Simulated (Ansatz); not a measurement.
# SnSe2 (CdI2-type structure)

The computed numbers are results of r²SCAN, scalar-relativistic (no spin polarisation) in the plane-wave PAW code Ansatz at 500 eV, 10×10×6 k-mesh, Gaussian smearing of 0.05 eV. The datasets are Ansatz's generated set soft_2.

```yaml
crystal:
  lattice:
    - [3.84057, 0.00000, 0.00000]
    - [-1.92028, 3.32603, 0.00000]
    - [0.00000, 0.00000, 6.50637]
  atoms:
    - { symbol: Sn, position: [0.00000, 0.00000, 0.00000] }
    - { symbol: Se, position: [0.33333, 0.66667, 0.24187] }
    - { symbol: Se, position: [0.66667, 0.33333, 0.75813] }
```

The start was a prototype's sites filled with these elements; the Crystallography Open Database holds the compound in this structure.

The cell above was scaled in volume, and shape and atoms were relaxed at each volume within its symmetry. Energies are counted from the cell above.

At this volume the pressure is 0.03 GPa.

```
V (Å³/atom)  ΔE (meV/atom)  P (GPa)  gap on the mesh (eV)
      26.60            2.6     0.79                  1.01
      27.15            0.7     0.37                  1.02
      27.70            0.0     0.03                  1.03
      28.26            0.3    -0.18                  1.04
      28.81            1.2    -0.33                  1.04
      29.64            3.2    -0.46                  1.05
```

Task: Can a bulk modulus be trusted from these points?

Result: No. The energies are smooth (scatter 0.00 meV/atom), but the fit's B0′ of 16.2 is out of the usual range: the curve is too flat or too lopsided over this range, as for soft or weakly bound crystals, and a third-order form can't fix it.

Kohn–Sham gaps of semilocal functionals lie under measured ones, often by a third or more. The structure is built of weakly bound layers, and this functional has no dispersion term, so their spacing and all that hangs on it (volume, the soft elastic constants, low modes, dielectric constants) are poorly given.
